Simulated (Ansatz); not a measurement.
Relaxed-ion elastic tensor of HfN (rock salt, Fm-3m) in GPa (Voigt order), r²SCAN in the plane-wave PAW code Ansatz; density 13.80 g/cm³, 11.59 Å³ per atom.

```
607  119  119  0.0  0.0  0.0
119  607  119  0.0  0.0  0.0
119  119  607  0.0  0.0  0.0
0.0  0.0  0.0  127  0.0  0.0
0.0  0.0  0.0  0.0  127  0.0
0.0  0.0  0.0  0.0  0.0  127
```

Is the crystal mechanically stable?

Yes: the smallest eigenvalue of C is 127 GPa.

Work out the Voigt, Reuss and Hill averages.

K_V = 282, K_R = 282, K_H = 282; G_V = 174, G_R = 157, G_H = 166 GPa.

Give Young's modulus, Poisson's ratio, Pugh's ratio and the universal anisotropy index.

E = 9KG/(3K + G) = 416 GPa; ν = 0.25; K/G = 1.70 (near the Pugh limit of 1.75, no verdict); A_U = 5G_V/G_R + K_V/K_R − 6 = 0.53.

Estimate the sound speeds and the Debye temperature.

v_l = √((K + 4G/3)/ρ) = 6040 m/s, v_t = √(G/ρ) = 3470 m/s, mean 3850 m/s; Θ = (h/k)(3n/4πV)^(1/3) v_m = 507 K.

Give the Zener ratio and Young's modulus along [100], [110] and [111].

A = 2C44/(C11 − C12) = 0.52; 1/E = S11 − 2(S11 − S12 − S44/2)Γ with Γ = 0, 1/4, 1/3 gives 568, 371, 332 GPa.

The r²SCAN relaxation kept the symmetry of its start; of distortions, only those at the zone centre were tested. The run is not spin-polarised. With an odd number of electrons in the cell and no spin polarisation, the count alone makes it a metal. As this level gives no gap, shear constants depend on the k-mesh and smearing (Fermi–Dirac, 0.1 eV here). Scalar-relativistic: spin–orbit coupling is off unless named, which matters more the heavier the elements.

Potentials: the later of the program's two PAW sets.
